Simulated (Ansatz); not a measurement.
Relaxed-ion elastic tensor of AlGaSb$_{2}$ in space group R3m (No. 160; Al on 3a, Ga on 3a, Sb on 3a, Sb on 3a) in GPa (Voigt order), DFT-PBEsol in the program Ansatz with PAW potentials; density 4.89 g/cm³, 28.87 Å³ per atom.

```csv
,1,2,3,4,5,6
1,98.0,32.8,27.3,-7.9,0.0,0.0
2,32.8,98.0,27.3,7.9,0.0,0.0
3,27.3,27.3,104,0.0,0.0,0.0
4,-7.9,7.9,0.0,26.5,0.0,0.0
5,0.0,0.0,0.0,0.0,26.5,-7.9
6,0.0,0.0,0.0,0.0,-7.9,32.6
```

Q: Is the crystal mechanically stable?

A: Yes: the smallest eigenvalue of C is 21.1 GPa.

Q: Work out the Voigt, Reuss and Hill averages.

A: K_V = 52.7, K_R = 52.7, K_H = 52.7; G_V = 31.3, G_R = 28.8, G_H = 30.1 GPa.

Q: Give Young's modulus, Poisson's ratio, Pugh's ratio and the universal anisotropy index.

A: E = 9KG/(3K + G) = 75.8 GPa; ν = 0.26; K/G = 1.75 (near the Pugh limit of 1.75, no verdict); A_U = 5G_V/G_R + K_V/K_R − 6 = 0.43.

Q: Estimate the sound speeds and the Debye temperature.

A: v_l = √((K + 4G/3)/ρ) = 4360 m/s, v_t = √(G/ρ) = 2480 m/s, mean 2760 m/s; Θ = (h/k)(3n/4πV)^(1/3) v_m = 267 K.

Q: Solve the Christoffel equation for the three sound speeds along x, y, z.

A: Eigenvalues of C_ijkl n_j n_l equal ρv². In km/s, slowest first: x 2.08, 2.79, 4.48; y 2.29, 2.58, 4.50; z 2.33, 2.33, 4.61.

Q: How much does each axis shrink under pressure?

A: Linear compressibilities β_i = Σ_j S_ij (j = 1 to 3): x 6.3, y 6.3, z 6.3 per TPa.

The workflow started from a Materials Project entry (that database holds measured and hypothetical structures alike); the Crystallography Open Database copy checked does not list it. With Al and Ga taken as one species the cell has the higher symmetry F-43m, so it may be an ordered model of a mixed-site phase. Its standing as an ambient phase is unchecked. Symmetry was held in the PBEsol relaxation; of distortions, only those at the zone centre were tested. Scalar-relativistic: spin–orbit coupling is off unless named, which matters more the heavier the elements.

Potentials: the later of the program's two PAW sets.
